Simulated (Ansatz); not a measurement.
The start is a relaxed Nb cell displaced along its unstable phonon at q = Γ (174i cm⁻¹), largest move 0.15 Å. The cell and all atomic positions are relaxed at zero pressure with PBEsol (plane waves to 420 eV, PAW, scalar-relativistic; Ansatz, a quantum-chemistry and plane-wave program). First-step values are on the input's coarse k-mesh.

Ansatz input (later rounds restart from its end on a renewed k-mesh):
Ansatz 0.2 input:
```yaml
crystal:
  lattice:
    - [4.8293302726, 0, 0]
    - [-2.4146651363, 4.1823226993, 0]
    - [0, 0, 2.6503207866]
  atoms:
    - { symbol: Nb, position: [0, 0, 0] }
    - { symbol: Nb, position: [0.3333333333, 0.6666666667, 0.5565969224] }
    - { symbol: Nb, position: [0.6666666667, 0.3333333333, 0.4434030776] }
basis: { ecutwfc: 420, ecutrho_ratio: 4, xc_grid: 2, fft_grid_basis: typed }
kpoints: { mp_grid: { grid: [8, 8, 12] } }
hamiltonian:
  xc: pbesol
  dispersion: none
  pseudopotentials: { azcp: { folder: ./paw }, kind: paw }
scf: { occupations: { method: fermi_dirac, width: 0.05 } }
relax: { f_tol: 0.01, max_steps: 100, cell: { stress_tol: 0.02 } }
output: { forces: true, stress: true }
```

**Question.** What is the largest force in the starting geometry, and on which atom (counted from 1)?

**Answer.** 1.08 eV/Å, on Nb2, Nb3 (atoms numbered as listed).

**Question.** How does the volume per atom move from start to end?

**Answer.** -1.9 %, from 17.84 to 17.50 Å³/atom.

**Question.** Does it find its way back to the structure it was made from?

**Answer.** It does not go back: it reaches Im-3m (No. 229), bcc (W type), 0.21 eV/atom below the parent.

**Question.** How do the shortest distances between atoms change?

**Answer.** The closest pairs of elements (up to four, under 3.6 Å), start → end: Nb–Nb 2.65 → 2.83 Å.

**Question.** What band gap does the relaxed structure have at this level?

**Answer.** No gap (metallic).

**Question.** What does it relax into? Give the structure.

**Answer.** 
Space group Im-3m (No. 229); a = b = c = 3.2712 Å, α = β = γ = 90.00°

```csv
atom,site,symmetry,x,y,z
Nb,2a,m-3m,0.0000,0.0000,0.0000
```
(The calculation used a cell of 1 atom; values per cell refer to that cell.)

Final values are on a 20×20×20 k-mesh of the relaxed cell. No spin polarisation in the result.

The run could not lose the symmetry of its start.

Of the parent cell (P6/mmm (No. 191)): it is a generated cell of Nb: the first start was made by placing the elements on the sites of a structure type, and the end was not matched to a known phase here, so it may be hypothetical. Known forms of Nb include space group No. 229.
